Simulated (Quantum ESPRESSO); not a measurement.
# Planted mistakes on one cell of Zr2TaO5F3

The results below are calculated, not measured. They come from pw.x of Quantum ESPRESSO 7.5, a plane-wave density functional program, with PseudoDojo standard norm-conserving files (v0.5 for PBE, v0.4.1 for LDA and PBEsol). The cells are made up: elements, strain and atom displacements were drawn at random, and nothing was relaxed. There is no spin polarisation, spin-orbit coupling or dispersion term.

The cell has 12 sites of a rutile lattice (two cells along c). Sites 1 to 4 hold Zr empty Ta Zr; sites 5 to 12 hold O F O O F O O F. Cell vectors in Å: (4.786, 0.063, -0.038); (0.063, 4.862, 0.023); (-0.051, 0.030, 6.308). Settings: PBE, cutoff 1143 eV, 5 x 5 x 4 k mesh shifted by half a step, Fermi-Dirac smearing of 0.025 eV.

The intended run has a self-consistency threshold of 1e-07 eV, a smearing term of 0.000 eV, a pressure of -1.29 GPa and 18 iterations. Each further run changes one thing: all lengths scaled by 1.0144; atoms of sites 5 and 9 exchanged; cutoff 637 eV; files of LDA; one electron added; smearing 0.43 eV; threshold 0.3 eV. A coarse mesh keeps the shift, and a charged cell sits in a uniform background.

```
run  change of free energy (eV)  smearing term -TS (eV)  change of P (GPa)  largest change of a force component (eV/Å)  iterations
  A                       0.107                   0.000              -3.24                                       0.325           7
  B                      -0.181                  -0.786               0.88                                       0.692          16
  C                       0.187                   0.000              -6.57                                       0.497          19
  D                       5.132                   0.000              -9.95                                       0.356          18
  E                      10.081                  -0.023              17.59                                       1.673          20
  F                      -0.612                   0.000              -0.23                                       6.400          17
  G                      10.485                   0.000             -50.84                                       0.060          17
```

A rerun of the intended cell at 1467 eV and k mesh 7 x 7 x 6 moved values by no more than 0.004 eV in the cell's energy, 0.03 GPa in stress and 0.002 eV/Å in force.

Question: which change belongs to which run?

## Worked reading

Run A has the fewest iterations, as a run stopped early does. Run B has the largest smearing term, as wide smearing gives. Run G has a higher energy and the largest fall in pressure, as too small a basis gives. Run C changes the volume by a factor of 1.0438; minus its pressure change over the logarithm of that factor, 153 GPa, is a rough bulk modulus with clamped atoms. Energies from files of another functional, or of a charged cell, have another zero and say nothing on stability; the pressure of a charged cell rests on the program's zero of potential too.

## Key

```
run                            change
  A                  threshold 0.3 eV
  B                  smearing 0.43 eV
  C      all lengths scaled by 1.0144
  D                      files of LDA
  E                one electron added
  F  atoms of sites 5 and 9 exchanged
  G                     cutoff 637 eV
```